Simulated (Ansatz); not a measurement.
Relaxed Sb (A7 type, space group R-3m):

```
Sb
1.0
    2.16078     1.24753     3.67966
   -2.16078     1.24753     3.67966
    0.00000    -2.49506     3.67966
Sb
2
Direct
  0.23639   0.23639   0.23639
  0.76361   0.76361   0.76361
```

In this cell atom 1 (Sb, nearest neighbour Sb at 2.932 Å; its periodic images, 4.3 Å or more away, move with it) is moved by s along Cartesian x, unit vector (1.000, 0.000, 0.000); all other atoms and the cell stay fixed.

These are PBE-D3(BJ) (plane waves to 420 eV, PAW, scalar-relativistic; Ansatz, an electronic-structure program) values and carry that method's errors. k mesh 11×11×11 (Γ-centred), Fermi-Dirac smearing 0.05 eV. With partly filled bands, energies and forces of such displacements shift with the k mesh and the smearing. F∥ is the force on the atom along that direction. Sb was relaxed with its symmetry unable to fall. Spin-orbit coupling is left out, though Sb is heavy. The PAW data are Ansatz's earlier set. 

| s (Å) | F∥ (eV/Å) |
|---|---|
| -0.590 | 2.715 |
| -0.472 | 1.842 |
| -0.354 | 1.109 |
| -0.236 | 0.572 |
| -0.118 | 0.228 |
| 0.000 | 0.000 |
| 0.118 | -0.228 |
| 0.236 | -0.572 |
| 0.354 | -1.109 |
| 0.472 | -1.842 |
| 0.590 | -2.715 |

Problem. What is the force constant k = d²E/ds² of this move at s = 0?

Solution. 1.77 eV/Å². The forces along the line at the two nearest points give (0.228 − (-0.228)) / (2·0.118) = 1.93 eV/Å²; the next pair corrects for the finite step.

(For displaced atoms, the force is minus the slope of the energy, and its curvature is a force constant, which sets phonon frequencies.)
